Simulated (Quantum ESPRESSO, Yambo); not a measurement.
SiO2 (α-cristobalite, space group P4_32_12, No. 96). The geometry is that of Materials Project entry mp-7029, symmetrised and not relaxed again. Chain: norm-conserving PBEsol (Quantum ESPRESSO, 84 Ry, scalar-relativistic); G0W0 in Yambo (2×2×2 Γ-centred k mesh, 316 bands and a 8 Ry block in the screening, 316 bands in G with the Bruneval-Gonze terminator, plasmon pole fitted at 27.2 eV); BSE (4×4×4 mesh, 16 valence and 8 conduction bands, static screening with 95 bands and a 3 Ry block, scissor 2.91 eV, Tamm-Dancoff).

```json
{
 "PBEsol gap (dense path)": "5.70 eV",
 "PBEsol gap Γ → Γ on the GW mesh": "5.70 eV",
 "PBEsol smallest direct gap on the GW mesh, at Γ": "5.70 eV",
 "G0W0 direct gap at that point": "8.62 eV",
 "G0W0 correction to the gap Γ → Γ": "2.91 eV",
 "lowest_exciton": "no binding energy given (see below)",
 "RPA electronic dielectric constant along x": "2.22 (4×4×2 mesh, PBEsol bands)"
}
```

Rough cost of the Yambo steps against G0W0 for 12 states: BSE within a factor of two, one RPA spectrum about 1/4.

Nearest settings tried, and what they do to the gap: 201 bands in G: -1 meV; 201 bands in W, 201 bands in G: +1 meV; 7 Ry block (363 vectors against 451): -49 meV; 2×2×1 mesh: -32 meV. So the settings aren't converged at that level. The k mesh is coarse. The BSE states are vertical excitations (zero momentum). Convergence of the RPA response with its 4×4×2 mesh was not tested. The lowest state covers only about 6 of the 64 k points, so the mesh doesn't resolve it: its energy and its distance from the direct gap are mesh artefacts. An extended exciton needs a far denser mesh. Axes are Cartesian, with cell vectors (Å) (4.98, 0.00, 0.00), (0.00, 4.98, 0.00), (0.00, 0.00, 6.90).

This is not the ordinary phase of the substance.
